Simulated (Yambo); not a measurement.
```
CELL_PARAMETERS angstrom
      2.31795     1.33827     4.97564
     -2.31795     1.33827     4.97564
      0.00000    -2.67654     4.97564
ATOMIC_POSITIONS crystal
  C  0.25000 0.25000 0.25000
  C  0.75000 0.75000 0.75000
  O  0.25000 0.97199 0.52801
  O  0.75000 0.02801 0.47199
  O  0.52801 0.25000 0.97199
  O  0.47199 0.75000 0.02801
  O  0.97199 0.52801 0.25000
  O  0.02801 0.47199 0.75000
  Mg 0.00000 0.00000 0.00000
  Mg 0.50000 0.50000 0.50000
```

Response from Yambo on LDA (Quantum ESPRESSO, PseudoDojo norm-conserving, 84 Ry, scalar-relativistic) bands: 4×4×4 mesh, 84 bands, 3 Ry local-field block, 0.2 eV broadening.

Q: Give the static electronic dielectric constant without and with local fields along each axis.

A: 
```tsv
field along	ε(0), independent particles	ε(0), RPA with local fields	refractive index √ε
x	3.35	2.95	1.72
z	2.50	2.32	1.52
```
Electronic (clamped-ion) response only. LDA gaps are usually too small, which raises these values. Convergence of the RPA response with its 4×4×4 mesh was not tested. x, y and z are Cartesian axes of the cell as given.

Geometry of the Materials Project entry, not relaxed at this level.
